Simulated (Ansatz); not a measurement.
The start is a relaxed La2O3 cell, doubled along one cell vector, shaken by Gaussian noise of σ = 0.08 Å a coordinate. Cell shape, volume and atoms are optimised at zero target pressure with r2SCAN (plane waves to 500 eV, PAW, scalar-relativistic; Ansatz, a first-principles code). The first steps use a coarse 5×3×5 k-mesh.

Starting cell:
```
La2O3
1.0
    4.55938     0.00000     0.00000
    0.00000     9.11877     0.00000
    0.00000     0.00000     4.55938
La O
4 6
Direct
  0.53547   0.23513   0.50043
  0.49262   0.75331   0.46100
  0.00449   0.99874   0.03405
  0.99780   0.49940   0.00702
  0.52779   0.99794   0.00051
  0.50742   0.50723   0.00814
  0.00355   0.24163   0.99501
  0.00891   0.73254   0.02563
  0.01456   0.99405   0.51792
  0.01267   0.51111   0.52298
```

Problem. What is the largest force in the starting geometry, and on which atom (counted from 1)?

Solution. 3.75 eV/Å, on O8 (atoms numbered as listed).

Problem. By how much does the energy per atom fall from start to end?

Solution. 0.83 eV/atom.

Problem. How does the volume per atom move from start to end?

Solution. -4.0 %, from 18.96 to 18.19 Å³/atom.

Problem. How do the shortest distances between atoms change?

Solution. The closest pairs of elements (up to four, under 3.6 Å), start → end: La–O 2.13 → 2.31 Å; O–O 3.04 → 2.94 Å; La–La 3.71 → 3.59 Å.

Problem. What does it relax into? Give the structure.

Solution. 
Space group P2₁ (No. 4); a = 4.4411 Å, b = 4.3734 Å, c = 9.4242 Å, α = 90.00°, β = 96.32°, γ = 90.00°

```
atom  site  symmetry       x       y       z
----  ----  --------  ------  ------  ------
La      2a         1  0.2836  0.4640  0.6306
La      2a         1  0.1306  0.4834  0.1498
O       2a         1  0.0333  0.4790  0.8954
O       2a         1  0.6510  0.4524  0.2525
O       2a         1  0.2226  0.8187  0.4211
```

Final values are on a 8×8×4 k-mesh of the relaxed cell. No spin polarisation in the result.

The relaxed structure here is a generated cell of La2O3: the first start was made by a random draw of sites in a space group, and the end was not matched to a known phase here, so it may be hypothetical. Known forms of La2O3 include space group No. 164.
